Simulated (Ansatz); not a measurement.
Clamped-ion strain scan in Ca

Theory: DFT LDA, scalar-relativistic, plane waves, PAW (Ansatz 0.2.0). Cutoff 420 eV, Γ-centred 14×14×14 k-points, Gaussian smearing of 0.15 eV. No spin polarisation. Energies are free energies at this smearing, counted from the undisturbed cell; pressure is positive in compression.

The undisturbed cell (as given, not relaxed at this level; it stands at -2.1 GPa):

```
CELL_PARAMETERS angstrom
0.00000 2.79420 2.79420
2.79420 0.00000 2.79420
2.79420 2.79420 0.00000
ATOMIC_POSITIONS crystal
Ca 0.00000 0.00000 0.00000
```

The cell is strained by ε times the Voigt pattern (1, 0, 0, 0, 0, 0) (xx, yy, zz, yz, xz, xy; engineering shear) with fractional coordinates fixed. The cell is metallic on the mesh throughout.

(ε, ΔE (meV/atom)): (-0.0400, -19.4), (-0.0300, -15.3), (-0.0200, -10.7), (-0.0100, -5.6), (0.0000, 0.0), (0.0100, 6.0), (0.0200, 12.5), (0.0300, 19.4), (0.0350, 23.1), (0.0400, 26.8)